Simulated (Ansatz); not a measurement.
## YTi$_{2}$Ga$_{4}$: pressure against volume

A database entry relaxed whole under r2SCAN (I4/mmm):

```
Y Ti Ga
1.0
    -3.35683    3.35683    2.72967
     3.35683   -3.35683    2.72967
     3.35683    3.35683   -2.72967
Y Ti Ga
1 2 4
Direct
  0.00000 0.00000 0.00000
  0.75000 0.25000 0.50000
  0.25000 0.75000 0.50000
  0.30445 0.30445 0.60890
  0.30445 0.69555 0.00000
  0.69555 0.69555 0.39110
  0.69555 0.30445 0.00000
```

The cell was scaled uniformly, its shape held, and the atoms relaxed at each volume with plane-wave PAW DFT (Ansatz 0.2.0; r2SCAN, 500 eV, 8×8×8 Γ-centred mesh, fermi-dirac occupations of width 0.100 eV; no spin, no spin-orbit coupling). One row is withheld.

| volume (Å³/atom) | energy over the lowest (meV/atom) | pressure (GPa) |
| --- | --- | --- |
| 16.522 | 22.7 | 7.40 |
| 16.873 | ? | ? |
| 17.225 | 2.2 | 2.22 |
| 17.576 | 0.0 | 0.00 |
| 17.928 | 2.3 | -1.98 |
| 18.279 | 8.8 | -3.77 |
| 18.631 | 18.9 | -5.38 |

Q: Fit the pressures of the other rows to the third-order Birch-Murnaghan form.

A: With f = [(V₀/V)^(2/3) − 1]/2 and P = 3B₀f(1 + 2f)^(5/2)[1 + 3(B₀′ − 4)f/2], least squares gives V₀ = 17.58 Å³ an atom, B₀ = 105 GPa and B₀′ = 4.3; the rows miss the fit by less than 0.01 GPa. The slope of the energies differs from these pressures by 0.07 GPa, since they are taken to zero smearing while pressures follow the free energy.

Q: What does the withheld row hold?

A: The fit gives 4.67 GPa at 16.873 Å³; the run gave 4.67 GPa and 9.6 meV an atom.

Caveats: the shape of the cell was held, so B₀ is an upper bound where the axes differ in stiffness; 0 K, fixed nuclei; the symmetry was kept, and this need not be the phase that is stable at 0 K; one mesh for all volumes; pressure is positive in compression.
